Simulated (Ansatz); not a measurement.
AlIr (rock salt, space group No. 225), PBEsol in the plane-wave PAW code Ansatz, all energies at zero smearing, with the estimated change up to a 700 eV cutoff added, with one set of potentials and settings (totals compare only within such a set). Cell of 2 atoms (1 Ir, 1 Al): -12323.507 eV.

| element | reference phase | E (eV/atom) |
|---|---|---|
| Ir | Fm-3m, 1 atoms in the cell | -11799.0386 |
| Al | Fm-3m, 1 atoms in the cell | -524.5507 |

Formation energy per atom, worked out: (-12323.507 − 1×(-11799.0386) − 1×(-524.5507))/2 = 0.041 eV/atom (4 kJ per mol of atoms), at 0 K, without zero-point energy or fitted corrections.

The start of the workflow was typed in or built on a structure type; neither database checked (COD, Materials Project) lists it. Its standing as an ambient phase is unchecked. Symmetry was held in the PBEsol relaxation. At this level the phase is mechanically unstable. The run is not spin-polarised. The references are the lowest solids computed at this level, not always the standard phases. Spin–orbit coupling is left out wherever it is not named.

Potentials: the later of the program's two PAW sets.
